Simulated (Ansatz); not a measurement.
LiNbO$_{3}$:
```
LiNbO3
1.0
    2.60452     1.50372     4.73920
   -2.60452     1.50372     4.73920
    0.00000    -3.00744     4.73920
Li Nb O
2 2 6
Cartesian
  0.00000   0.00000   5.07260
  0.00000   0.00000   9.14499
  0.00000   0.00000   2.04425
  0.00000   0.00000  12.17334
 -0.90163  -1.70634   8.21442
  0.90163   1.70634   6.00318
 -1.02691   1.63401   8.21442
  1.02691  -1.63401   6.00318
  1.92855   0.07233   8.21442
 -1.92855  -0.07233   6.00318
```

Relaxed with r²SCAN. Independent-particle spectrum: no excitons, no local fields, no scissors shift; 0.1 eV broadening; ε₁ of the summed bands alone.

Task: Tabulate the dielectric function from r²SCAN in the plane-wave PAW code Ansatz.

Result: 

```csv
E (eV),ε₁ xx,ε₂ xx,ε₁ zz,ε₂ zz
0.0,4.86,0.00,3.69,0.00
0.4,4.88,0.00,3.69,0.00
0.8,4.92,0.00,3.71,0.00
1.2,4.98,0.00,3.75,0.00
1.6,5.08,0.00,3.79,0.00
2.0,5.22,0.00,3.86,0.00
2.4,5.41,0.00,3.94,0.00
2.8,5.66,0.00,4.06,0.00
3.2,6.02,0.00,4.21,0.00
3.6,6.55,0.00,4.42,0.00
4.0,7.42,0.00,4.73,0.00
4.4,9.35,0.07,5.31,0.01
4.8,13.93,5.49,6.21,1.02
5.2,6.06,8.81,6.91,1.59
5.6,5.18,8.13,5.33,4.32
6.0,2.01,7.83,3.01,4.27
6.4,1.42,5.71,2.59,2.32
6.8,0.95,4.83,3.56,1.70
7.2,0.97,3.61,4.47,1.86
7.6,2.04,2.36,4.65,2.42
8.0,4.00,1.74,4.71,2.12
8.4,5.37,5.01,6.36,3.28
8.8,3.75,7.06,4.80,8.11
9.2,3.64,7.17,3.88,5.44
9.6,-2.59,8.75,0.27,9.42
10.0,-3.42,4.80,-2.23,5.07
10.4,-2.00,2.58,-1.11,3.21
10.8,-0.84,2.57,-0.86,3.02
11.2,-0.96,1.95,-0.57,2.44
11.6,-0.68,2.23,-0.52,2.22
12.0,-0.48,1.90,-0.37,1.71
```

Task: From ε at 5.0 eV (xx: 9.20 + 9.90i), find n, k, the normal reflectivity and the absorption coefficient.

Result: n = 3.37, k = 1.469, R = 37 %, α = 2kE/ħc = 740000 cm⁻¹.

With all bands, ε∞ without local fields is 5.05 (xx = yy), 3.89 (zz).

Space group R-3. The workflow started from a Materials Project entry (that database holds measured and hypothetical structures alike); the Crystallography Open Database files this formula in space group No. 148, but the cells were not matched. It is not the phase usual at ambient conditions (space group No. 161). Symmetry was held in the r²SCAN relaxation; whether a distortion lowers the energy is not shown. No spin polarisation was allowed. Spin–orbit coupling is left out wherever it is not named.

Potentials: the later of the program's two PAW sets.
